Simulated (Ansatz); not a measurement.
# ScSi, first-principles data

ScSi:
```cif
data_ScSi
_chemical_formula_sum 'Sc1 Si1'
_space_group_name_H-M_alt 'Pm-3m'
_space_group_IT_number 221
_space_group_name_Hall '-P 4 2 3'
_cell_length_a 3.32018
_cell_length_b 3.32018
_cell_length_c 3.32018
_cell_angle_alpha 90.000
_cell_angle_beta 90.000
_cell_angle_gamma 90.000
loop_
_atom_site_label
_atom_site_type_symbol
_atom_site_symmetry_multiplicity
_atom_site_Wyckoff_symbol
_atom_site_fract_x
_atom_site_fract_y
_atom_site_fract_z
_atom_site_occupancy
Sc1 Sc 1 a 0.00000 0.00000 0.00000 1
Si1 Si 1 b 0.50000 0.50000 0.50000 1
```

Space group Pm-3m (No. 221), CsCl type; conventional cell a = 3.3202 Å, b = 3.3202 Å, c = 3.3202 Å, α = 90.00°, β = 90.00°, γ = 90.00°.

Method: plane-wave PAW PBE (Ansatz code). The cell and atoms are relaxed at this level. Other levels are named where they apply.

### Cell and energy

* **Volume per atom**: 18.30 Å³
* **Density**: 3.31 g/cm³
* **Formation energy from the elements (no fitted shifts)**: -0.41 eV/atom

### Electronic structure

- Electronic character: metallic (no gap)
- Density of states at the Fermi level: 1.2 states/eV per atom (mean over ±0.08 eV)

### Mechanics

- Bulk modulus (Birch–Murnaghan fit) = 85.5 GPa
- Pressure derivative B′ = 3.8

The cell is a constructed one: a structure type filled with these elements; neither database checked (COD, Materials Project) lists it. Whether it is the stable phase at ambient conditions was not checked. The cell was relaxed with PBE under the symmetry of its start; whether a distortion lowers the energy is not shown. No spin polarisation was allowed. The references are the lowest solids computed at this level, not always the standard phases.

Potentials: the later of the program's two PAW sets.
